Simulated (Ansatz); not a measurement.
CdSe:
```
CdSe
1.0
    4.34018     0.00000     0.00000
   -2.17009     3.75870     0.00000
    0.00000     0.00000     7.07772
Cd Se
2 2
Direct
  0.66667   0.33333   0.00056
  0.33333   0.66667   0.50056
  0.66667   0.33333   0.62464
  0.33333   0.66667   0.12464
```

Relaxed with r²SCAN.

Question: Give the Bader charges and basin volumes of the independent atoms, r²SCAN (plane waves, PAW; program Ansatz).

Answer: 

| atom | Bader charge (e) | Bader volume (Å³) |
|---|---|---|
| Cd1 | +0.83 | 22.4 |
| Se3 | -0.83 | 35.3 |

Space group P6_3mc (wurtzite). The r²SCAN relaxation kept the symmetry of its start.

Potentials: the later of the program's two PAW sets.
